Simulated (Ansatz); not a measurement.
BaTiO3:
Space group Pm-3m (No. 221); a = b = c = 4.0193 Å, α = β = γ = 90.00°

```json
[
 {"atom": "Ba", "site": "1b", "symmetry": "m-3m", "x": "0.5000", "y": "0.5000", "z": "0.5000"},
 {"atom": "Ti", "site": "1a", "symmetry": "m-3m", "x": "0.0000", "y": "0.0000", "z": "0.0000"},
 {"atom": "O", "site": "3d", "symmetry": "4/mm.m", "x": "0.0000", "y": "0.0000", "z": "0.5000"}
]
```

Relaxed with PBE. Plane-wave PAW PBE (Ansatz code) gives a gap of 1.78 eV.

Question: What gap does HSE06 give on the same cell (Ansatz, PAW)?

Answer: 3.15 eV, 1.37 eV more. The hybrid was solved on a coarser mesh and at special points; its gap is the smallest among all of these.

```
k  v1 PBE  c1 PBE  v1 HSE06  c1 HSE06
-  ------  ------  --------  --------
Γ   -0.12    1.78     -0.10      3.15
R    0.00    4.13         …         …
M   -0.05    3.49         …         …
X   -0.67    1.91         …         …
```

Question: Top valence (v1) and lowest conduction level (c1) in eV from each method's valence maximum (which need not be a listed point): supply the withheld HSE06 values.

Answer: 
- R, v1 HSE06: 0.00
- R, c1 HSE06: 5.81
- M, v1 HSE06: -0.05
- M, c1 HSE06: 5.04
- X, v1 HSE06: -0.72
- X, c1 HSE06: 3.30

Cost on shared cores: the PBE run (SCF on a 7×7×7 mesh, then bands and DOS) about 27 core-seconds (a rough figure), the HSE06 run (SCF on 4×4×4, then a few points) roughly 2.2 core-minutes; the tasks are unlike.

This is a known high-temperature phase of the composition, computed here at zero pressure and temperature. Symmetry was held in the PBE relaxation. At this level the phase is dynamically unstable (imaginary phonons). No spin polarisation was allowed. Scalar-relativistic: spin–orbit coupling is off unless named, which matters more the heavier the elements.

Potentials: the later of the program's two PAW sets.
